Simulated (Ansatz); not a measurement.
TaAlO$_{4}$ (space group C2/m)

```yaml
crystal:
  lattice:
    - [6.02579, -1.87492, 0.00000]
    - [6.02579, 1.87492, 0.00000]
    - [-1.95053, 0.00000, 6.09890]
  atoms:
    - { symbol: Ta, position: [0.10593, 0.10593, 0.23200] }
    - { symbol: Ta, position: [0.89407, 0.89407, 0.76800] }
    - { symbol: Al, position: [0.20083, 0.20083, 0.82098] }
    - { symbol: Al, position: [0.79917, 0.79917, 0.17902] }
    - { symbol: O, position: [0.64206, 0.64206, 0.20197] }
    - { symbol: O, position: [0.35794, 0.35794, 0.79803] }
    - { symbol: O, position: [0.05782, 0.05782, 0.86603] }
    - { symbol: O, position: [0.94218, 0.94218, 0.13397] }
    - { symbol: O, position: [0.85866, 0.85866, 0.47369] }
    - { symbol: O, position: [0.14134, 0.14134, 0.52631] }
    - { symbol: O, position: [0.73737, 0.73737, 0.85782] }
    - { symbol: O, position: [0.26263, 0.26263, 0.14218] }
```

The slice is a (100) plane (indices of the conventional cell) through the point (0.642, 0.642, 0.202) (fractional), spanned by u = [1 -1 0] and v = [001] in vectors of this cell: u (3.75 Å) and v (6.40 Å, at 90° to u). It covers one period; positions are fractions (u, v).

The numbers are results of LDA (plane waves to 420 eV, PAW, scalar-relativistic; Ansatz, a quantum-chemistry and plane-wave program), not measurements. k mesh 8×8×5. These are valence fields of a PAW run, semicore shells included where kept as valence: close to a nucleus they are smooth pseudo fields. Spin-orbit coupling is left out, though Ta is heavy. TaAlO4 is run without spin polarisation. TaAlO4 was relaxed with its symmetry unable to fall.

Three fields on this plane, each scaled to ten steps between its own extremes (0 low, 9 high; the total valence density on a logarithmic scale, the potential cut 8 eV below its top; x marks points blanked near nuclei; v = 0 in the bottom row):

Map A
```
|xxxx7225xxxx5227xxx|
|xxxx721246642127xxx|
|xxx95100122100159xx|
|9986310000000013689|
|6642100011110001246|
|2210000111111000012|
|0000001223322100000|
|0000001345543100000|
|0000012467764210000|
|2210012578875210012|
|4421012578875210124|
|55421113xxxx3111245|
|66421111xxxx1111246|
|65421100xxxx0011245|
|543110011xx11001134|
|3211001345543100112|
|1100014799997410001|
|00001479xxxx9741000|
|0000369xxxxxx963000|
|000158xxxxxxxx85100|
|000269xxxxxxxx96200|
|000369xxxxxxxx96300|
|000268xxxxxxxx86200|
|0001479xxxxxx974100|
|00002467xxxx7642000|
|3311112333333211113|
|775211134xx43111257|
|99862136xxxx6312689|
|xxx8325xxxxxx5238xx|
|xxxx525xxxxxx525xxx|
|xxxx625xxxxxx526xxx|
|xxxxx23xxxxxx32xxxx|
```

Map B
```
|xxxx8789xxxx9878xxx|
|xxxx766789987667xxx|
|xxx76556677665567xx|
|8776544556655445677|
|6554444455554444455|
|4433334455554433334|
|3222334556655433222|
|2222334566665433222|
|3333345667766543333|
|3333345667766543333|
|4444445667766544444|
|54444455xxxx5544444|
|55444445xxxx5444445|
|44444444xxxx4444444|
|443333445xx54433334|
|3333334566665433333|
|2222345677776543222|
|11123567xxxx7653211|
|0012457xxxxxx754210|
|001246xxxxxxxx64210|
|001357xxxxxxxx75310|
|001357xxxxxxxx75310|
|001356xxxxxxxx65310|
|1123468xxxxxx864321|
|22234578xxxx8754322|
|4444456789987654444|
|665556789xx98765556|
|88766689xxxx9866678|
|xxx8779xxxxxx9778xx|
|xxxx889xxxxxx988xxx|
|xxxx989xxxxxx989xxx|
|xxxxx89xxxxxx98xxxx|
```

Map C
```
|xxxx0000xxxx0000xxx|
|xxxx000000000000xxx|
|xxx32000000000023xx|
|3455431000000134554|
|6777654211112456777|
|8887765433334567788|
|8888765433334567888|
|8888765321123567888|
|9887653100001356788|
|9887631000000136788|
|9886520000000025688|
|88864000xxxx0004688|
|88764000xxxx0004678|
|88864000xxxx0004688|
|998741000xx00014789|
|9987530000000035789|
|9998752000000257899|
|99988642xxxx2468899|
|9999875xxxxxx578999|
|999987xxxxxxxx78999|
|999986xxxxxxxx68999|
|999986xxxxxxxx68999|
|999986xxxxxxxx68999|
|9998753xxxxxx357899|
|99876410xxxx0146789|
|8876400000000004678|
|666410000xx00001466|
|34420000xxxx0000244|
|xxx0000xxxxxx0000xx|
|xxxx000xxxxxx000xxx|
|xxxx000xxxxxx000xxx|
|xxxxx00xxxxxx00xxxx|
```

Q: Assign the maps to these fields: electron localisation function (ELF); valence electron density; electrostatic potential energy of an electron, from the cell's mean.

A: A is the electron localisation function (ELF); B is the valence electron density; C is the electrostatic potential energy of an electron, from the cell's mean.
